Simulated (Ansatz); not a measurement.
# Phonons of TaN (P-6m2)

```
CELL_PARAMETERS angstrom
2.92404 0.00000 0.00000
-1.46202 2.53229 0.00000
0.00000 0.00000 2.87064
ATOMIC_POSITIONS crystal
Ta 0.00000 0.00000 0.50000
N 0.66667 0.33333 0.00000
```

Unless marked otherwise, the numbers come from PBEsol, PAW on Ansatz 0.2.0's default frozen-core files (fitted under PBE), scalar-relativistic. k mesh 15×15×14, Fermi-Dirac smearing of 0.080 eV, cutoff 420 eV. The cell was relaxed by PAW under this functional.

Atoms are displaced by 0.0025 Å in the smallest supercells that hold the wave vectors of a 3×3×1 mesh. Negative values stand for unstable modes.

(1) What are the phonon energies at the solved wave vectors, in cm⁻¹?

(2) Is the structure dynamically stable at these wave vectors?

(3) How do the optical zone-centre modes decompose, and which are active?

(4) The cell is scaled evenly to 20.618 and 21.893 Å³ (from 21.256), with free atoms relaxed and the shape held, so these aren't the values under hydrostatic pressure. What are the mode Grüneisen parameters γ = −d ln ω/d ln V?

## Answers

(1) 

```
                q  point                              modes (cm⁻¹)
0.000 0.000 0.000  Gamma                         532.7 (×2), 555.1
0.333 0.000 0.000      –  152.2, 154.7, 239.1, 527.9, 562.9, 588.8
0.333 0.333 0.000      K  192.0, 219.4, 247.6, 554.6, 567.2, 574.2
```

(2) Yes, no mode is unstable there; wave vectors off this mesh aren't tested.

(3) Point group -6m2: Γ_opt = E' + A2''.

| label | cm⁻¹ | activity | mostly |
| --- | --- | --- | --- |
| E' | 532.7 | IR and Raman | N (93 %) |
| A2'' | 555.1 | IR | N (93 %) |

In a metal the activity is that of symmetry alone; free carriers screen the infrared modes.

(4) For the highest mode, 615.6 cm⁻¹ in the small cell and 563.2 in the large one give γ ≈ 1.48. From the change of the dynamical matrix on each mode:

| point | cm⁻¹ | γ |
| --- | --- | --- |
| Gamma | 532.7 | 1.72 |
| Gamma | 555.1 | 2.32 |
| 0.333/0/0 | 152.2 | 1.13 |
| 0.333/0/0 | 154.7 | 1.67 |
| 0.333/0/0 | 239.1 | 1.58 |
| 0.333/0/0 | 527.9 | 1.67 |
| 0.333/0/0 | 562.9 | 2.19 |
| 0.333/0/0 | 588.8 | 1.48 |
| K | 192.0 | 1.67 |
| K | 219.4 | 1.31 |
| K | 247.6 | 1.46 |
| K | 554.6 | 1.58 |
| K | 567.2 | 2.11 |
| K | 574.2 | 1.54 |

Weighted by the modes' heat capacities at 300 K, the mean on this mesh is 1.60; it moves with the q mesh, and a coarse one overweights the zone boundary.

Keep in mind: frozen-core PAW files fitted under PBE, their cores solved anew for the functional of the run; responses of metals move with mesh and smearing; no spin-orbit coupling on heavy atoms.
